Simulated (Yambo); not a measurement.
RPA spectrum of a free-standing WSe$_{2}$ monolayer (symmetry P-6m2, slab cell 16.3 Å high) on PBEsol bands in Yambo (24×24×1 mesh, 51 bands, 2 Ry local-field block, 0.2 eV broadening; field along x). CGrdSpXd merges neighbouring transition energies to save time; the report line [X-CG] gives the poles kept by one of the 4 MPI tasks, and where the merging fails may depend on that split.

```json
[
 {"CGrdSpXd asked (%)": "100", "share reached (%)": "100", "poles used (one task)": "4807", "static α (Å)": "7.33", "largest change of Im α (% of its maximum)": "0.0", "rough time": "1"},
 {"CGrdSpXd asked (%)": "70", "share reached (%)": "69", "poles used (one task)": "3362", "static α (Å)": "7.33", "largest change of Im α (% of its maximum)": "0.0", "rough time": "within a factor of two"},
 {"CGrdSpXd asked (%)": "30", "share reached (%)": "29", "poles used (one task)": "1437", "static α (Å)": "7.33", "largest change of Im α (% of its maximum)": "0.3", "rough time": "about 1/2"},
 {"CGrdSpXd asked (%)": "15", "share reached (%)": "0", "poles used (one task)": "3", "static α (Å)": "7.60", "largest change of Im α (% of its maximum)": "21", "rough time": "about 1/7"},
 {"CGrdSpXd asked (%)": "5", "share reached (%)": "0", "poles used (one task)": "3", "static α (Å)": "7.60", "largest change of Im α (% of its maximum)": "21", "rough time": "about 1/5"}
]
```

All runs end normally. In the runs at 15 %, 5 % few poles are left or the spectrum changes by over a quarter of its peak, and no warning says so. Times are rough ratios from shared machines. The k mesh wasn't tested; the rows compare only with each other.

Spin-orbit coupling is not included.

Geometry relaxed with PBEsol; primitive cell a = b = 3.2713 Å, c = 16.3000 Å, α = β = 90.00°, γ = 120.00°.
